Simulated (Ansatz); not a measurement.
Theory: DFT PBE, scalar-relativistic, plane waves, PAW in Ansatz. All cells share a 420 eV cutoff and Γ-centred k meshes spaced at most about 0.3 Å⁻¹ (about 0.25 or finer for metals, 2π included). Collinear spin in cells that started with moments and kept them past the coarse steps, no spin elsewhere.

Each of these unrelaxed guesses is relaxed in cell and atoms within its symmetry. A guess keeps its type if space group and coordination stay and the shape of the cell changes little (axis ratios within about 15 %, angles within 6°); the volume may change.

1. YReSe4 (collinear spin from parallel moments)

```
Y Re Se
1.0
     0.00000    4.16819    4.16819
     4.16819    0.00000    4.16819
     4.16819    4.16819    0.00000
Y Re Se
1 1 4
Direct
  0.25000 0.25000 0.25000
  0.00000 0.00000 0.00000
  0.12389 0.62537 0.62537
  0.62537 0.12389 0.62537
  0.62537 0.62537 0.12389
  0.62537 0.62537 0.62537
```

2. Hf3F

```
Hf F
1.0
     3.01827    0.00000    0.00000
     0.00000    4.21978    0.00000
     0.00000    0.00000    5.91486
Hf F
3 1
Direct
  0.00000 0.00000 0.50000
  0.50000 0.50000 0.75392
  0.50000 0.50000 0.24608
  0.00000 0.00000 0.00000
```

3. Li2Fe2W (collinear spin from parallel moments)

```
Li Fe W
1.0
     3.68330    0.00000    0.00000
    -1.84165    3.18983    0.00000
     0.00000    0.00000    6.53898
Li Fe W
2 2 1
Direct
  0.66667 0.33333 0.37590
  0.33333 0.66667 0.62410
  0.66667 0.33333 0.72194
  0.33333 0.66667 0.27806
  0.00000 0.00000 0.00000
```

**Question.** Which keep their type?

**Answer.** Guess 1 keeps its type.

```json
{"guess": "1", "kept": "yes", "start group": "F-43m", "end group": "F-43m", "V start (Å³/atom)": "24.1", "V end": "21.7", "b/a and c/a, end over start": "1.00, 1.00", "nearest neighbours start": "Re 16, Se 6, Y 16", "nearest neighbours end": "Re 16, Se 6, Y 16"}
{"guess": "2", "kept": "no", "start group": "Pmmm", "end group": "P4/mmm", "V start (Å³/atom)": "18.8", "V end": "19.1", "b/a and c/a, end over start": "-", "nearest neighbours start": "F 12, Hf 12", "nearest neighbours end": "F 12, Hf 12"}
{"guess": "3", "kept": "no", "start group": "P-3m1", "end group": "P-3m1", "V start (Å³/atom)": "15.4", "V end": "15.9", "b/a and c/a, end over start": "1.00, 0.73", "nearest neighbours start": "Fe 4, Li 4, W 6", "nearest neighbours end": "Fe 7, Li 8, W 6"}
```

Neighbours count within 15 % of an atom's shortest distance; end groups are read at 0.02 Å (0.05 Å in metals).

Spin–orbit coupling, which can matter for Hf, Re and W, is left out. In Hf3F P4/mmm an odd number of electrons in the primitive cell allows no gap without spin; a larger cell or a magnetic state could open one. A magnetic state wasn't ruled out in cells without spin, among them Hf3F P4/mmm. The magnetic state reached may not be the lowest. Cells relaxed within their symmetry can be saddle points.
